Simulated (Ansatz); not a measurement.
One crystal and one scan (energy over volume and axial ratio) at two levels, PBE (plane waves to 420 eV, PAW, scalar-relativistic; Ansatz, an electronic-structure program) and PBEsol (plane waves to 420 eV, PAW, scalar-relativistic; Ansatz), each from its own relaxed cell and on its own mesh. The cell shown is that of PBE.

Sn (diamond)

```xyz
2
Lattice="0.0000 3.3277 3.3277 3.3277 0.0000 3.3277 3.3277 3.3277 0.0000" Properties=species:S:1:pos:R:3 pbc="T T T"
Sn     1.6638     1.6638     1.6638
Sn     0.0000     0.0000     0.0000
```

Two coordinates are scanned: the volume, and the ratio of the stretch along z (the conventional c axis) to the stretch across it. Atoms keep their fractional coordinates.

E stands for the smeared free energy. Sn was relaxed with its symmetry unable to fall. With partly filled bands, the response to shear is sensitive to the k mesh, so small differences along c/a are uncertain. Percentages come from the unrounded values.

Results of PBE:

| Item | Result |
|---|---|
| Lattice constant a (Å) | 6.655 |
| Shear modulus C′ = (C11 − C12)/2 (fit, atoms clamped) (GPa) | 13.9 |

**Question.** Estimate the PBEsol values.

**Answer.** 
| quantity | PBEsol | PBE − PBEsol |
|---|---|---|
| Lattice constant a (Å) | 6.540 | +0.115 (+1.8 %) |
| Shear modulus C′ = (C11 − C12)/2 (fit, atoms clamped) (GPa) | 14.9 | -1.0 (-7 %) |

PBE gives the higher value for: lattice constant a. PBE gives the lower value for: shear modulus C′.

(A scan under strain: stresses follow from slopes of the energy per volume, elastic moduli from its curvatures.)
